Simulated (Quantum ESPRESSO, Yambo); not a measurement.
# Quasiparticle gap of Cs2PtBr6

```xyz
9
Lattice="0.0000 5.4078 5.4078 5.4078 0.0000 5.4078 5.4078 5.4078 0.0000" Properties=species:S:1:pos:R:3 pbc="T T T"
Br     5.4078     8.3197     5.4078
Br     5.4078     2.4959     5.4078
Br     2.4959     5.4078     5.4078
Br     8.3197     5.4078     5.4078
Br     5.4078     5.4078     8.3197
Br     5.4078     5.4078     2.4959
Cs     8.1117     8.1117     8.1117
Cs     2.7039     2.7039     2.7039
Pt     0.0000     0.0000     0.0000
```

The geometry is that of Materials Project entry mp-30062, symmetrised and not relaxed again.

Starting point: PBEsol (Quantum ESPRESSO, PseudoDojo norm-conserving, 84 Ry, no spin-orbit coupling). G0W0 in Yambo: 2×2×2 Γ-centred k mesh, bands 5 to 324 and a 6 Ry block in the screening, 324 bands in G with the Bruneval-Gonze terminator, plasmon pole fitted at 27.2 eV.

```json
{
 "PBEsol gap along the band path": "1.29 eV",
 "PBEsol gap between the mesh's edge points (Γ → X)": "1.29 eV",
 "G0W0 gap between the same points": "3.41 eV",
 "PBEsol smallest direct gap on the mesh (at X)": "1.31 eV",
 "G0W0 direct gap at that point": "3.43 eV"
}
```

```json
[
 {"k point": "Γ", "band": "VB", "E PBEsol (eV)": "0.00", "E QP (eV)": "-1.15", "shift (eV)": "-1.15", "Z": "0.81"},
 {"k point": "Γ", "band": "CB", "E PBEsol (eV)": "2.22", "E QP (eV)": "3.33", "shift (eV)": "1.12", "Z": "0.79"},
 {"k point": "L", "band": "VB", "E PBEsol (eV)": "-0.23", "E QP (eV)": "-1.42", "shift (eV)": "-1.19", "Z": "0.81"},
 {"k point": "L", "band": "CB", "E PBEsol (eV)": "1.94", "E QP (eV)": "3.00", "shift (eV)": "1.06", "Z": "0.79"},
 {"k point": "X", "band": "VB", "E PBEsol (eV)": "-0.02", "E QP (eV)": "-1.17", "shift (eV)": "-1.15", "Z": "0.81"},
 {"k point": "X", "band": "CB", "E PBEsol (eV)": "1.29", "E QP (eV)": "2.26", "shift (eV)": "0.97", "Z": "0.80"}
]
```

Energies count from the PBEsol valence-band maximum.

Nearest settings tried, and what they do to the gap: 210 bands in G: -3 meV; 3 Ry block (181 vectors against 537): -151 meV. Not varied: bands in W, mesh. So the settings aren't converged at that level. The k mesh is coarse.

Spin-orbit coupling is left out, which matters for elements this heavy: edges can move by tenths of an eV.

The structure is a Materials Project entry; no match was found in the copy of COD used, and its stability was not checked.
